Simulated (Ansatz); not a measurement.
ScPd₃C:
```
CELL_PARAMETERS angstrom
      4.17901     0.00000     0.00000
      0.00000     4.17901     0.00000
      0.00000     0.00000     4.17901
ATOMIC_POSITIONS crystal
  Sc 0.00000 0.00000 0.00000
  Pd 0.00000 0.50000 0.50000
  Pd 0.50000 0.00000 0.50000
  Pd 0.50000 0.50000 0.00000
  C  0.50000 0.50000 0.50000
```

Relaxed with r²SCAN.

Problem. Map the electron localisation function on the plane through (0.000, 0.000, 0.000) spanned by u = [1, 0, 0] and v = [0, 1, 1] in lattice vectors, from plane-wave PAW r²SCAN (Ansatz code).

Solution. x is the fraction of u, y of v (the angle between them is 90°; rows are the nearest grid lines); atoms in the plane: Sc at (0.00, 0.00), Pd at (0.00, 0.50), C at (0.50, 0.50).
```
| .#@%: .:----:. :%@#. |
|.=%@#. .:----:. .#@%=.|
|@@@*.  :------:  .*@@@|
|##+.  .:-::::-:.  .+##|
|..   .::::::::::.   ..|
|...::::::::::::::::...|
|---::::::::::::::::---|
|---:::::------:::::---|
|=--::::=+****+=::::--=|
|***+::=#@@@@@@#=::+***|
|+*#*-:+%@%**%@%+:-*#*+|
|-=**=:+@@+..+@@+:=**=-|
|-=**=:+@@+..+@@+:=**=-|
|+*#*-:+%@%**%@%+:-*#*+|
|***+::=#@@@@@@#=::+***|
|=--::::=+****+=::::--=|
|---:::::------:::::---|
|---::::::::::::::::---|
|...::::::::::::::::...|
|..   .::::::::::.   ..|
|##+.  .:-::::-:.  .+##|
|@@@*.  :------:  .*@@@|
|.=%@#. .:----:. .#@%=.|
| .#@%: .:----:. :%@#. |
```
Scale: ten equal steps from 0.030 (start of ' ') to 0.764 (end of '@'), in the order ' .:-=+*#%@'; x runs from 0.000 to 1.00, y from 0.000 (bottom) to 1.00 (top).

The density is the valence pseudo-density with augmentation charge, so density and ELF within about 1 Å of a nucleus are not all-electron values.

Space group Pm-3m (anti-perovskite). The start of the workflow was typed in or built on a structure type; neither database checked (COD, Materials Project) lists it. Whether it is the stable phase at ambient conditions was not checked. The r²SCAN relaxation kept the symmetry of its start; its stability against distortions is not shown here. No spin polarisation was allowed.

Potentials: the later of the program's two PAW sets.
